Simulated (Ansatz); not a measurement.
TiO:
```
TiO
1.0
    4.95592     0.00000     0.00000
   -2.47796     4.29195     0.00000
    0.00000     0.00000     2.83862
Ti O
3 3
Direct
  0.66667   0.33333   0.50000
  0.33333   0.66667   0.50000
  0.00000   0.00000   0.00000
  0.60515   0.60515   0.00000
  0.00000   0.39485   0.00000
  0.39485   0.00000   0.00000
```

Relaxed with PBEsol. Special points in fractions of this cell's reciprocal vectors: Γ (0.000, 0.000, 0.000); M (0.500, 0.000, 0.000); K (0.333, 0.333, 0.000); A (0.000, 0.000, 0.500); L (0.500, 0.000, 0.500); H (0.333, 0.333, 0.500).

### Question
List the band energies nearest the Fermi level at these points for the program Ansatz at the PBEsol level (PAW).

### Answer
In eV from the Fermi level; about four levels below and three above (degenerate sets whole), none deeper than 8.9 eV; points with the same levels are listed once.

```json
[
 {"k": "Γ", "below": "-3.52 -0.92 -0.90 -0.90", "above": "0.29 0.29 0.80 0.80"},
 {"k": "M", "below": "-5.39 -2.58 -2.19 -1.88", "above": "0.37 0.90 1.10"},
 {"k": "K", "below": "-5.76 -2.50 -1.95 -1.95", "above": "0.46 0.99 0.99"},
 {"k": "A", "below": "-5.87 -5.87 -2.07 -2.07", "above": "0.63 1.03 1.03"},
 {"k": "L", "below": "-5.53 -2.12 -1.49 -0.61", "above": "0.47 0.63 1.64"},
 {"k": "H", "below": "-5.83 -5.83 -1.55 -1.55 -1.49", "above": "1.30 1.30 1.41 1.41"}
]
```

Space group P-62m. The first step of the workflow began from a Materials Project structure, measured or hypothetical; the Crystallography Open Database copy checked does not list it. COD files the formula under space group No. 12, 225, so this cell is another polymorph or a model. Whether it is the stable phase at ambient conditions was not checked. Symmetry was held in the PBEsol relaxation; of distortions, only those at the zone centre were tested. The run is not spin-polarised. Without spin polarisation and U, an open-shell compound can come out a false metal.

Potentials: the later of the program's two PAW sets.
